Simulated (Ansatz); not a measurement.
Al (fcc, Cu type)

```
Al
1.0
    0.00000     1.99599     1.99599
    1.99599     0.00000     1.99599
    1.99599     1.99599     0.00000
Al
1
Direct
  0.00000   0.00000   0.00000
```

This relaxed cell (volume V₀) is scaled evenly in all directions, its shape held. Symmetry pins the atoms to their sites.

All values below come from r2SCAN (plane waves to 500 eV, PAW, scalar-relativistic; Ansatz, a program for electronic structure). k mesh 21×21×21 (Γ-centred), Fermi-Dirac smearing 0.05 eV. The energy includes the smearing's −TS. Stress and pressure are positive under compression. On this mesh the relaxed cell isn't quite at rest: it carries a pressure of 0.1 GPa (compression positive) at the zero of the scan. Al was relaxed with its symmetry unable to fall. The zero of ΔE is the relaxed starting cell.

```json
[
 {"a (Å)": "3.7666", "P (GPa)": "…", "ΔE (meV/atom)": "…"},
 {"a (Å)": "3.8060", "P (GPa)": "18.2", "ΔE (meV/atom)": "107"},
 {"a (Å)": "3.8447", "P (GPa)": "13.5", "ΔE (meV/atom)": "65"},
 {"a (Å)": "3.8826", "P (GPa)": "9.4", "ΔE (meV/atom)": "…"},
 {"a (Å)": "3.9197", "P (GPa)": "5.9", "ΔE (meV/atom)": "…"},
 {"a (Å)": "3.9562", "P (GPa)": "2.8", "ΔE (meV/atom)": "4"},
 {"a (Å)": "3.9920", "P (GPa)": "0.1", "ΔE (meV/atom)": "0"},
 {"a (Å)": "4.0272", "P (GPa)": "-2.2", "ΔE (meV/atom)": "3"},
 {"a (Å)": "4.0617", "P (GPa)": "-4.1", "ΔE (meV/atom)": "11"},
 {"a (Å)": "4.0957", "P (GPa)": "-5.8", "ΔE (meV/atom)": "24"},
 {"a (Å)": "4.1292", "P (GPa)": "-7.3", "ΔE (meV/atom)": "42"},
 {"a (Å)": "4.1621", "P (GPa)": "-8.6", "ΔE (meV/atom)": "63"},
 {"a (Å)": "4.1945", "P (GPa)": "-9.6", "ΔE (meV/atom)": "87"}
]
```

Question: Some entries are withheld; supply them.

Answer: 
- 3.7666, P (GPa): 23.7
- 3.7666, ΔE (meV/atom): 163
- 3.8826, ΔE (meV/atom): 35
- 3.9197, ΔE (meV/atom): 15

(Under strain, the slope of the energy per volume gives the stress and its curvature an elastic modulus.)
